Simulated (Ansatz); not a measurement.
ScGa$_{3}$, DFT, LDA, all-electron PAW with datasets made for the crystal, scalar-relativistic (Ansatz 0.2.0), run on 1 thread of Arm Neoverse V1 on a shared host.

The cell comes from COD entry 1523115, which wasn't checked; take it as a given geometry. The listed cell was then made from it by scaling, straining or moving an atom.

Command: `ansatz run input.yaml --threads 1 --pin off --max-ram 4096MiB --backend cpu --events-out ev --progress --plain --runs-dir out`

```yaml
crystal:
  lattice:
    - [4.1753145078, 0.0, 0.0]
    - [0.0, 4.1753145078, 0.0]
    - [0.0, 0.0, 4.1753145078]
  atoms:
    - { symbol: Sc, position: [0.0, 0.0, 0.0] }
    - { symbol: Ga, position: [0.0, 0.5, 0.5] }
    - { symbol: Ga, position: [0.5, 0.0, 0.5] }
    - { symbol: Ga, position: [0.5, 0.5, 0.0] }
kpoints:
  mp_grid: { grid: [9, 9, 9] }
scf:
  occupations: { method: fermi_dirac, width: 0.05 }
hamiltonian:
  xc: lda
  pseudopotentials: { kind: all_electron, datasets: crystal }
output:
  forces: true
  stress: true
  eigenvalues: true
  efg: { contact_densities: true }
```

How large is the problem that the program sets up?

35 irreducible k-points, 619 plane waves at Γ, 30 bands.

About how long does it take, and how much memory does it use?

15 s of wall time for 10 SCF iterations, with a peak of 0.51 GiB. Times on shared machines scatter by tens of per cent.

And the same cell and mesh by PAW (frozen-core files), asked for forces, stress, eigenvalues, efg, write_density, write_potential, elf, on the same hardware?

8.6 s, peak memory 0.42 GiB.
